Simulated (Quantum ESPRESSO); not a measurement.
# Al4O4NF: convergence and cost over cutoff and k mesh

Simulated, not a measurement. The program is pw.x of Quantum ESPRESSO 7.5 (plane-wave density functional theory). The cell is made up: 10 atoms on a corundum lattice, with randomly drawn elements, strain and displacements, not relaxed. PseudoDojo standard norm-conserving files (v0.5 for PBE, v0.4.1 for LDA and PBEsol) set the functional; there is no spin polarisation, spin-orbit coupling or dispersion term, and the masses in the input are unused placeholders.

Input of the run in row 4:

```
&control calculation='scf', pseudo_dir='./dojo.nc.sr.pbe.v0_5.standard.upf', outdir='./o', disk_io='medium', tprnfor=.true., tstress=.true. /
&system ibrav=0, nat=10, ntyp=4, nbnd=30, ecutwfc=84.00895049, nosym=.true., tot_charge=0,
 occupations='smearing', smearing='fd', degauss=0.0018374661
/
&electrons conv_thr=7.350e-09, electron_maxstep=60, /
ATOMIC_SPECIES
Al 1.0 Al.upf
F 1.0 F.upf
N 1.0 N.upf
O 1.0 O.upf
CELL_PARAMETERS angstrom
2.4767 1.4818 4.5238
-2.4432 1.4722 4.5083
0.0085 -2.8338 4.4779
ATOMIC_POSITIONS angstrom
Al 0.0375 0.0998 4.7347
Al 0.0897 0.0176 1.9711
Al -0.1113 0.2157 8.7162
Al 0.1595 -0.0293 11.5092
O -0.802 1.5155 7.8587
N -0.6381 -1.3319 7.8005
O 1.6556 0.3744 7.8059
F 0.962 -1.4134 5.7493
O 0.7404 1.6374 5.6366
O -1.6582 -0.2111 5.6193
K_POINTS automatic
5 5 5 1 1 1
```

The same cell was run at these settings. Meshes are shifted by half a step, and differences are from the last row, which is itself not exact.

```
cutoff (eV)     k mesh  k points solved  threshold (eV)  free energy less the last row's (eV)  pressure (GPa)  largest stress difference (GPa)  largest force difference (eV/Å)  iterations  wall time (s)  k-point pools                  processor
        800  2 x 2 x 2                4           1e-04                                 0.939          -15.87                            11.41                            0.035           9             16              1      AMD EPYC, Zen 5 class
       1143  2 x 2 x 2                4           1e-07                                 0.021           -4.72                             0.23                            0.043          13             38              1      AMD EPYC, Zen 5 class
        574  5 x 5 x 5               63           1e-07                                11.726          -73.99                            69.40                            0.149          12            138              1      AMD EPYC, Zen 5 class
       1143  5 x 5 x 5               63           1e-07                                 0.003           -4.75                             0.01                            0.000          13            311              1      AMD EPYC, Zen 5 class
       1437  7 x 7 x 7              172           1e-07                                 0.000           -4.74                             0.00                            0.000          13            391              4  Intel Xeon, 2023 or later
```

Each pool is one process. Wall times include start-up and a band step at six k points, which weighs most on the coarsest meshes. The runs were on shared virtual cores whose load varied, so times are rough.